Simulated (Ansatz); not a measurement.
## Structures of InW₂: which is lowest?

Plane-wave DFT in Ansatz with scalar-relativistic PAW potentials, cutoff 500 eV, Γ-centred meshes chosen by cell and gap, Gaussian smearing with energies taken to zero width. Every cell was relaxed (cell and atoms) in a run of its own, within the symmetry of its start. Functional: r2SCAN.

Relaxed structures (starts from databases or built by putting these elements on another compound's sites):
A. P6/mmm, 3 atoms in the computed cell, a = 4.675 Å, c = 2.803 Å; sites (symmetry × multiplicity) In 6/mmm × 1, W -6m2 × 2; start: built
B. I4/mcm, 6 atoms in the computed cell, a = 6.477 Å, c = 5.212 Å; sites (symmetry × multiplicity) In 422 × 4, W m.2m × 8; start: built

Problem. Rank them by energy. Could pressure change the order?

Solution.
| structure | group | E − E(lowest) (meV/atom) | V (Å³/atom) | gap on mesh (eV) |
| --- | --- | --- | --- | --- |
| A | P6/mmm | 0.0 | 17.69 | 0.00 |
| B | I4/mcm | 209 | 18.22 | 0.00 |

A is lowest, 209 meV/atom under B. The lowest is also the densest of these, so pressure wouldn't bring one of the others in at first order. Other structures may lie lower than all of these, and vibrations aren't counted.

Spin-orbit coupling is left out, which matters for the bands of heavy elements.